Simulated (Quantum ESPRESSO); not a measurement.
Band energies of VBiO$_{4}$

```xyz
12
Lattice="3.6690 -5.8739 0.0000 3.6690 5.8739 0.0000 -3.6531 0.0000 3.6689" Properties=species:S:1:pos:R:3 pbc="T T T"
O     -0.5058    -0.5607     2.3398
O      4.1906     0.5607     1.3291
O      2.3640    -0.5607     3.1635
O      1.3207     0.5607     0.5053
O      1.2997     3.4588     1.3186
O      2.3851    -3.4588     2.3502
O      4.2116     3.4588     0.5158
O     -0.5269    -3.4588     3.1531
V      0.9291    -4.3787     2.7516
V      2.7557     4.3787     0.9172
Bi     0.9291     1.4906     2.7516
Bi     2.7557    -1.4906     0.9172
```

PBEsol (pw.x of Quantum ESPRESSO, ONCV potentials, no spin-orbit coupling); path XΓY,LΓZ,NΓM,RΓ; energies in eV from the valence-band maximum.

| k (1/Å) | point | band 48 | band 49 | band 50 | band 51 | band 52 | band 53 | band 54 | band 55 |
|---|---|---|---|---|---|---|---|---|---|
| 0.00 | X | -1.06 | -0.98 | -0.88 | -0.48 | -0.18 | 2.05 | 2.44 | 2.86 |
| 0.22 |  | -1.22 | -0.91 | -0.72 | -0.67 | -0.26 | 2.21 | 2.56 | 2.73 |
| 0.44 |  | -1.25 | -0.71 | -0.68 | -0.61 | -0.58 | 2.30 | 2.65 | 2.86 |
| 0.66 | Γ | -1.49 | -0.93 | -0.63 | -0.59 | -0.45 | 2.28 | 2.71 | 2.96 |
| 0.88 |  | -1.27 | -0.72 | -0.67 | -0.61 | -0.56 | 2.30 | 2.67 | 2.86 |
| 1.10 |  | -1.25 | -0.92 | -0.74 | -0.67 | -0.21 | 2.22 | 2.58 | 2.72 |
| 1.32 | Y | -1.09 | -0.98 | -0.92 | -0.48 | -0.14 | 2.06 | 2.47 | 2.86 |
| 1.32 | L | -1.14 | -0.83 | -0.83 | -0.36 | -0.36 | 2.63 | 2.63 | 2.88 |
| 1.54 |  | -1.17 | -0.92 | -0.75 | -0.61 | -0.03 | 2.34 | 2.65 | 2.69 |
| 1.97 |  | -1.31 | -0.74 | -0.62 | -0.60 | -0.57 | 2.31 | 2.68 | 2.88 |
| 2.18 | Γ | -1.49 | -0.93 | -0.63 | -0.59 | -0.45 | 2.28 | 2.71 | 2.96 |
| 2.62 |  | -1.25 | -0.92 | -0.74 | -0.67 | -0.21 | 2.22 | 2.58 | 2.72 |
| 2.84 | Z | -1.09 | -0.98 | -0.92 | -0.48 | -0.14 | 2.06 | 2.47 | 2.86 |
| 2.84 | N | -1.20 | -0.82 | -0.82 | -0.32 | -0.32 | 2.65 | 2.65 | 2.87 |
| 3.01 |  | -1.20 | -0.93 | -0.69 | -0.62 | -0.06 | 2.44 | 2.64 | 2.73 |
| 3.18 |  | -1.10 | -1.04 | -0.91 | -0.54 | -0.04 | 2.41 | 2.53 | 2.58 |
| 3.53 |  | -1.38 | -0.72 | -0.71 | -0.56 | -0.56 | 2.29 | 2.67 | 2.92 |
| 3.70 | Γ | -1.49 | -0.93 | -0.63 | -0.59 | -0.45 | 2.28 | 2.71 | 2.96 |
| 4.05 |  | -1.02 | -1.01 | -0.70 | -0.68 | -0.64 | 2.54 | 2.76 | 2.83 |
| 4.23 | M | -0.91 | -0.89 | -0.89 | -0.69 | -0.64 | 2.77 | 2.78 | 2.87 |
| 4.23 | R | -1.06 | -0.98 | -0.88 | -0.48 | -0.18 | 2.05 | 2.44 | 2.86 |
| 4.40 |  | -1.15 | -0.96 | -0.75 | -0.62 | -0.21 | 2.15 | 2.52 | 2.77 |
| 4.56 |  | -1.21 | -0.78 | -0.73 | -0.65 | -0.43 | 2.30 | 2.60 | 2.76 |
| 4.89 | Γ | -1.49 | -0.93 | -0.63 | -0.59 | -0.45 | 2.28 | 2.71 | 2.96 |

The PBEsol gap is 2.03 eV; at least one edge lies off the plotted path, at a point of the SCF mesh. The smallest direct gap is 2.04 eV. Another valence and conduction extremum on the path lies within 0.02 eV, too close to call.

Spin-orbit coupling is left out; with 6p states at a band edge it can lower the gap by many tenths of an eV, most of a small gap. The 3d shell has no Hubbard U; the runs are without spin polarisation, and magnetic order was not tried.

Geometry of the Materials Project entry, not relaxed at this level.
